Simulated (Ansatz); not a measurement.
Ansatz (an electronic-structure program) input:

Ansatz 0.2 input:
```yaml
crystal:
  lattice:
    - [3.4044199982, 0.0, 0.0]
    - [-1.7022099991, 2.9483142036, 0.0]
    - [0.0, 0.0, 5.7984686639]
  atoms:
    - { symbol: Pb, position: [0.3333333333, 0.6666666667, 0.25] }
    - { symbol: Pb, position: [0.6666666667, 0.3333333333, 0.75] }
kpoints:
  mp_grid: { grid: [14, 14, 7] }
hamiltonian:
  xc: lda
  pseudopotentials: { kind: paw }
scf:
  occupations: { method: fermi_dirac, width: 0.1 }
phonons:
  method: dfpt
  response_accuracy: low
  eigenvectors: true
  rigid_motions: translations
```

Output (shortened):

```
Pseudopotential: Pb, paw, valence charge 14
Functional definition: SPW92
Crystal: 2 atoms, lattice volume = 58.201 Å³
Basis set: ecut = 420 eV, 1135 PW (Γ), exchange–correlation on 48×48×80 points (8 copies of the dense FFT grid, shifted against one another)
Bands: 18, of which v1, the nominal top of the filled ones, is band 14 counted from 1 (13 counted from 0)
Symmetry: 24 space group operations
k-points: 228 of 1372 (irreducible under 4 space group operations, time reversal used)
SCF iter   1: F=—  HF=-23204.703300 eV  |F-HF|=—  |Δ(HF+E_count)|=         —  Δρ=5.07e-3  dr2=8.61e-3  ethr=1.77e-3  ⟨swp⟩=5.9  Hψ=19379  notcnv=0
preconditioner: auto → Kerker (q_TF=auto, 2.415 Å⁻¹)
SCF iter   2: F=—  HF=-23204.699469 eV  |F-HF|=—  |Δ(HF+E_count)|=   3.83e-3  Δρ=2.87e-3  dr2=2.81e-3  ethr=3.08e-5  ⟨swp⟩=1.3  Hψ=6105  notcnv=0
SCF iter   3: F=—  HF=-23204.698564 eV  |F-HF|=—  |Δ(HF+E_count)|=   9.05e-4  Δρ=5.34e-4  dr2=1.49e-4  ethr=1.00e-5  ⟨swp⟩=2.0  Hψ=6815  notcnv=0
SCF iter   4: F=—  HF=-23204.698549 eV  |F-HF|=—  |Δ(HF+E_count)|=   1.47e-5  Δρ=3.18e-4  dr2=3.84e-5  ethr=5.31e-7  ⟨swp⟩=2.0  Hψ=7252  notcnv=0
SCF iter   5: F=—  HF=-23204.698532 eV  |F-HF|=—  |Δ(HF+E_count)|=   1.67e-5  Δρ=9.34e-5  dr2=3.96e-6  ethr=1.37e-7  ⟨swp⟩=2.0  Hψ=6363  notcnv=0
SCF iter   6: F=—  HF=-23204.698531 eV  |F-HF|=—  |Δ(HF+E_count)|=   1.72e-6  Δρ=1.66e-5  dr2=2.15e-7  ethr=1.42e-8  ⟨swp⟩=2.0  Hψ=7285  notcnv=0
SCF iter   7: F=—  HF=-23204.698532 eV  |F-HF|=—  |Δ(HF+E_count)|=   1.32e-6  Δρ=2.50e-6  dr2=5.74e-9  ethr=7.66e-10  ⟨swp⟩=1.0  Hψ=4091  notcnv=0
SCF iter   8: F=—  HF=-23204.698532 eV  |F-HF|=—  |Δ(HF+E_count)|=  7.09e-10  Δρ=4.22e-7  dr2=9.44e-11  ethr=2.05e-11  ⟨swp⟩=2.0  Hψ=5053  notcnv=0
SCF iter   9: F=-23204.698532 eV  HF=-23204.698532 eV  |F-HF|=1.82e-11  |Δ(HF+E_count)|=  1.82e-11  Δρ=1.34e-7  dr2=7.39e-12  ethr=1.00e-12  ⟨swp⟩=6.8  Hψ=20457  notcnv=0
SCF 1 converged in 9 iterations: F = -23204.698532 eV  dr2 = 7.39e-12
DFPT response loops at Γ: preconditioner auto → Kerker (q_TF=auto, 2.415 Å⁻¹) (partly filled bands, converged f_vac=0.000) …
SCF converged after 9 iterations
Free energy (F): -23204.698532 eV
Harris-Foulkes:  -23204.698532 eV  (|F-HF|=1.82e-11)
Internal energy: -23204.660823 eV  (E = F + TS)
E sigma→0 (E₀):  -23204.679677 eV
Entropy (-TS):   -0.037709 eV (-18.854 meV/atom)
Fermi energy:    11.160057 eV
--- Per-component energies (eV) ---
  E_band       = -65.747306
  E_kinetic    = 580.598432
  E_local      = -1985.123989  (includes V_loc(G=0)·N_el)
  E_nonlocal   = 707.265985
  E_hartree    = 786.489828
  E_xc         = -439.298179
  E_vxc        = -268.357738  (∫ρ·V_xc dr)
  E_paw        = -20204.971408  (= ΣΔE_a)
  E_vpaw       = -673.109871  (= ΣTr[D̂ρ^β])
  E_aug_tail   = 0.000094  (compensation charges beyond the density's cutoff)
  E_ewald      = -2649.466157
  E_core_change = -0.155427  (= ΣΔE_core)
  E_smearing   = -0.037709  (= −TS)
  E_closure    = 0.000000  (closes the sum)
  Σ components = -23204.698532   (vs F -23204.698532, Δ=0.00e0)
  [band-id]    e_kinetic+e_local+e_nonlocal+2·e_hartree+e_vxc+e_vpaw+e_augmentation_tail = -65.747432   (vs E_band -65.747306, Δ=-1.26e-4)
--- Band table (eV; the first three rows and the last of 228) ---
  k-point 0: bands = ["-5.8407", "-5.8214", "-5.7842", "-5.7842", "-5.7634", "-5.7634", "-5.6558", "-5.6558", "-5.4996", "-5.4996", "-0.8670", "2.6037", "6.7346", "17.4468", "17.4468", "18.1629", "19.1710", "19.1710"]
  k-point 1: bands = ["-5.8386", "-5.8209", "-5.7877", "-5.7877", "-5.7670", "-5.7670", "-5.6435", "-5.6435", "-5.5048", "-5.5048", "-0.7712", "2.2154", "7.3281", "16.9218", "17.5213", "17.5213", "19.0774", "19.0774"]
  k-point 2: bands = ["-5.8330", "-5.8205", "-5.7927", "-5.7927", "-5.7758", "-5.7758", "-5.6140", "-5.6140", "-5.5205", "-5.5205", "-0.4837", "1.4324", "8.7237", "14.7572", "17.7358", "17.7358", "18.8161", "18.8161"]
  k-point 227: bands = ["-5.8326", "-5.8235", "-5.7685", "-5.7492", "-5.6922", "-5.6312", "-5.6022", "-5.5899", "-5.4773", "-5.4571", "3.1657", "3.6315", "8.7114", "9.1093", "11.2473", "11.7447", "14.3266", "15.6497"]
--- Phonons (Γ-DFPT): 2 representative perturbations + reference, on 228 of 1372 k-points (Σ response iterations 4) ---
  ASR residual: 1.880e-3 → 0.000e0 eV/Å²; symmetrization residual: 5.972e-13 eV/Å²
  ASR residual per site (eV/Å²): 1.88e-3 1.88e-3
  Γ frequencies (cm⁻¹): 0.00 0.00 0.00 16.77 16.77 63.45
  non-analytic LO–TO correction: not included (Born effective charges unavailable; polar crystals: no LO–TO splitting at Γ)
```

Cost: very roughly 40 core-seconds on shared cores.

Space group P6_3/mmc (hcp (Mg type)). The workflow started from a Materials Project entry (that database holds measured and hypothetical structures alike); the Crystallography Open Database files this formula in space group No. 194, but the cells were not matched. It is not the phase usual at ambient conditions (space group No. 225). Symmetry was held in the LDA relaxation; of distortions, only those at the zone centre were tested. As this level gives no gap, phonon frequencies hold no LO–TO term and depend on the k-mesh and smearing (Fermi–Dirac, 0.1 eV here). Spin–orbit coupling is left out wherever it is not named.

Potentials: the later of the program's two PAW sets.

Ansatz is a plane-wave DFT program.
